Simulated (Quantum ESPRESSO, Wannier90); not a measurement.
**HgSe (P3₂21): Wannier90 run**

Cell from Materials Project (mp-1018722), symmetrised, no further relaxation. Not found in the COD (Crystallography Open Database) copy used, which has the formula in other groups; not checked further. Method: PBEsol plane waves in Quantum ESPRESSO 7.5 (PseudoDojo norm-conserving files, 69 Ry, no spin polarisation, no spin-orbit coupling), Bloch states on a 4×4×4 mesh through Γ, Wannier90 4.0.1. Density: 12×12×4 mesh, cold smearing 0.01 Ry. The cell is built of weakly bound layers, chains or molecules, whose nearest atoms lie 3.28 Å apart. Database cells relaxed without dispersion often hold them too far apart, which can enlarge gaps and weakens couplings between them; spacing and stacking were not compared with the measured crystal. Spin-orbit coupling is left out although heavy elements are present.

On the energy scale of pw.x, whose zero is arbitrary, the valence-band maximum lies at 8.72 eV.

Input w.win:

```
num_bands = 12
num_wann = 12
exclude_bands = 1-27,31-45,55-84
num_iter = 1000
conv_tol = 1.0e-6
conv_window = 4
write_hr = true
write_u_matrices = true
begin projections
Se: s;p
end projections
begin unit_cell_cart
ang
    4.4216834770    0.0000000000    0.0000000000
   -2.2108417385    3.8292902185    0.0000000000
    0.0000000000    0.0000000000    9.9015996221
end unit_cell_cart
begin atoms_frac
Hg  -0.0000000000 -0.2781200000  0.3333333333
Hg   0.2781200000  0.2781200000  0.0000000000
Hg  -0.2781200000  0.0000000000 -0.3333333333
Se  -0.0000000000  0.4940600000 -0.1666666667
Se  -0.4940600000 -0.4940600000  0.5000000000
Se   0.4940600000  0.0000000000  0.1666666667
end atoms_frac
mp_grid = 4 4 4
begin kpoints
0.0000000000 0.0000000000 0.0000000000
0.0000000000 0.0000000000 0.2500000000
0.0000000000 0.0000000000 0.5000000000
... (61 more lines: the 4x4x4 mesh through Gamma)
end kpoints
```

Input of pw2wannier90.x that gives the overlap and projection files (equivalent; here they were cut from one run over all bands):

```
&inputpp
  outdir = './out'
  prefix = 'pwscf'
  seedname = 'w'
  write_amn = .true.
  write_mmn = .true.
/
```

Output w.wout (banner and timings cut):

```
                                    ------
                                    SYSTEM
                                    ------

                              Lattice Vectors (Ang)
                    a_1     4.421683   0.000000   0.000000
                    a_2    -2.210842   3.829290   0.000000
                    a_3     0.000000   0.000000   9.901600

                   Unit Cell Volume:     167.65299  (Ang^3)

                        Reciprocal-Space Vectors (Ang^-1)
                    b_1     1.420994   0.820411  -0.000000
                    b_2     0.000000   1.640822   0.000000
                    b_3     0.000000  -0.000000   0.634563

 *----------------------------------------------------------------------------*
 |   Site       Fractional Coordinate          Cartesian Coordinate (Ang)     |
 +----------------------------------------------------------------------------+
 | hg   1   0.00000  -0.27812   0.33333   |    0.61488  -1.06500   3.30053    |
 | hg   2   0.27812   0.27812   0.00000   |    0.61488   1.06500   0.00000    |
 | hg   3  -0.27812   0.00000  -0.33333   |   -1.22976   0.00000  -3.30053    |
 | se   1  -0.00000   0.49406  -0.16667   |   -1.09229   1.89190  -1.65027    |
 | se   2  -0.49406  -0.49406   0.50000   |   -1.09229  -1.89190   4.95080    |
 | se   3   0.49406   0.00000   0.16667   |    2.18458   0.00000   1.65027    |
 *----------------------------------------------------------------------------*
                                ------------
                                K-POINT GRID
                                ------------

             Grid size =  4 x  4 x  4      Total points =   64

 *---------------------------------- MAIN ------------------------------------*
 |  Number of Wannier Functions               :                12             |
 |  Number of Objective Wannier Functions     :                12             |
 |  Number of input Bloch states              :                12             |
 |  Output verbosity (1=low, 5=high)          :                 1             |
 |  Timing Level (1=low, 5=high)              :                 1             |
 |  Optimisation (0=memory, 3=speed)          :                 3             |
 |  Length Unit                               :               Ang             |
 |  Post-processing setup (write *.nnkp)      :                 F             |
 |  Using Gamma-only branch of algorithms     :                 F             |
 *----------------------------------------------------------------------------*
 *------------------------------- WANNIERISE ---------------------------------*
 |  Total number of iterations                :              1000             |
 |  Number of CG steps before reset           :                 5             |
 |  Trial step length for line search         :             2.000             |
 |  Convergence tolerence                     :         0.100E-05             |
 |  Convergence window                        :                 4             |
 |  Iterations between writing output         :                 1             |
 |  Iterations between backing up to disk     :               100             |
 |  Write r^2_nm to file                      :                 F             |
 |  Write xyz WF centres to file              :                 F             |
 |  Write on-site energies <0n|H|0n> to file  :                 F             |
 |  Use guiding centre to control phases      :                 F             |
 |  Use phases for initial projections        :                 F             |
 *----------------------------------------------------------------------------*
 *-------------------------------- PLOTTING ----------------------------------*
 |  Plotting Hamiltonian in WF basis          :                 T             |
 *----------------------------------------------------------------------------*

       ... (k-mesh section left out)

 Starting a new Wannier90 calculation ...

 Reading overlaps from w.mmn

 Reading projections from w.amn

 *------------------------------- WANNIERISE ---------------------------------*
 +--------------------------------------------------------------------+<-- CONV
 | Iter  Delta Spread     RMS Gradient      Spread (Ang^2)            |<-- CONV
 +--------------------------------------------------------------------+<-- CONV

 ------------------------------------------------------------------------------
 Initial State
  WF centre and spread    1  ( -1.050033,  1.818718, -1.650287 )     1.37411644
  WF centre and spread    2  ( -0.842008,  1.458393, -1.650249 )     4.79356589
  WF centre and spread    3  ( -0.781514,  1.701451, -1.404367 )     3.91337714
  WF centre and spread    4  ( -1.010424,  1.404941, -1.896470 )     4.09424198
  WF centre and spread    5  ( -1.050037, -1.818717,  4.950800 )     1.37411563
  WF centre and spread    6  ( -0.842005, -1.458395,  4.950800 )     4.79358108
  WF centre and spread    7  ( -0.781513, -1.701451,  4.704899 )     3.91338486
  WF centre and spread    8  ( -1.010424, -1.404942,  5.197003 )     4.09425158
  WF centre and spread    9  (  2.100073,  0.000004,  1.650287 )     1.37411645
  WF centre and spread   10  (  1.684009, -0.000004,  1.650249 )     4.79356589
  WF centre and spread   11  (  1.650780, -0.000000,  1.650267 )     4.25908400
  WF centre and spread   12  (  1.935157, -0.000001,  1.650267 )     3.89548955
  Sum of centres and spreads (  0.002061, -0.000003, 19.803199 )    42.67289048

      0     0.427E+02     0.0000000000       42.6728904815  <-- CONV
        O_D=      0.0970021 O_OD=      7.7399276 O_TOT=     42.6728905 <-- SPRD
 ------------------------------------------------------------------------------
      1    -0.513E+00     1.2089915794       42.1602437068  <-- CONV
        O_D=      0.0831759 O_OD=      7.2411070 O_TOT=     42.1602437 <-- SPRD
      2    -0.233E+00     0.9197822263       41.9270515176  <-- CONV
        O_D=      0.0362080 O_OD=      7.0548827 O_TOT=     41.9270515 <-- SPRD
      3    -0.964E-01     0.6240433849       41.8306170758  <-- CONV
        O_D=      0.0351884 O_OD=      6.9594678 O_TOT=     41.8306171 <-- SPRD
      4    -0.499E-01     0.4589661093       41.7806706087  <-- CONV
        O_D=      0.0296330 O_OD=      6.9150768 O_TOT=     41.7806706 <-- SPRD
      5    -0.186E-01     0.2639092190       41.7621077778  <-- CONV
        O_D=      0.0298969 O_OD=      6.8962501 O_TOT=     41.7621078 <-- SPRD
       ... (lines left out)
    100    -0.197E-01     0.2418401893       37.2314534475  <-- CONV
        O_D=      0.0361527 O_OD=      2.3593399 O_TOT=     37.2314534 <-- SPRD
       ... (lines left out)
    200    -0.503E-02     0.1140607205       36.8293024724  <-- CONV
        O_D=      0.0327689 O_OD=      1.9605728 O_TOT=     36.8293025 <-- SPRD
       ... (lines left out)
    300    -0.202E-05     0.0026364319       36.7463653320  <-- CONV
        O_D=      0.0322438 O_OD=      1.8781607 O_TOT=     36.7463653 <-- SPRD
       ... (lines left out)
    315    -0.613E-06     0.0014394077       36.7463452493  <-- CONV
        O_D=      0.0322438 O_OD=      1.8781406 O_TOT=     36.7463452 <-- SPRD
    316    -0.467E-06     0.0012229014       36.7463447827  <-- CONV
        O_D=      0.0322437 O_OD=      1.8781402 O_TOT=     36.7463448 <-- SPRD
    317    -0.651E-06     0.0011661259       36.7463441313  <-- CONV
        O_D=      0.0322438 O_OD=      1.8781395 O_TOT=     36.7463441 <-- SPRD
             <<<     Delta < 1.000E-06  over  4 iterations     >>>
             <<< Wannierisation convergence criteria satisfied >>>
 Final State
  WF centre and spread    1  ( -0.766963,  2.159446, -1.904146 )     2.66368908
  WF centre and spread    2  ( -1.486654,  1.743932, -1.396387 )     2.66368790
  WF centre and spread    3  ( -0.376974,  1.422047, -1.015479 )     3.46069209
  WF centre and spread    4  ( -1.043041,  1.037495, -2.285054 )     3.46069725
  WF centre and spread    5  ( -0.766962, -2.159447,  5.204679 )     2.66369313
  WF centre and spread    6  ( -1.486654, -1.743934,  4.696920 )     2.66368531
  WF centre and spread    7  ( -0.376976, -1.422050,  4.316012 )     3.46069926
  WF centre and spread    8  ( -1.043042, -1.037493,  5.585588 )     3.46070662
  WF centre and spread    9  (  2.254285, -0.415252,  1.396522 )     2.66246073
  WF centre and spread   10  (  1.420030,  0.384314,  1.015345 )     3.46068037
  WF centre and spread   11  (  1.420000, -0.384795,  2.284921 )     3.46068687
  WF centre and spread   12  (  2.252950,  0.415769,  1.904278 )     2.66496552
  Sum of centres and spreads ( -0.000001,  0.000034, 19.803198 )    36.74634413

         Spreads (Ang^2)       Omega I      =    34.835960820
        ================       Omega D      =     0.032243814
                               Omega OD     =     1.878139498
    Final Spread (Ang^2)       Omega Total  =    36.746344131
```
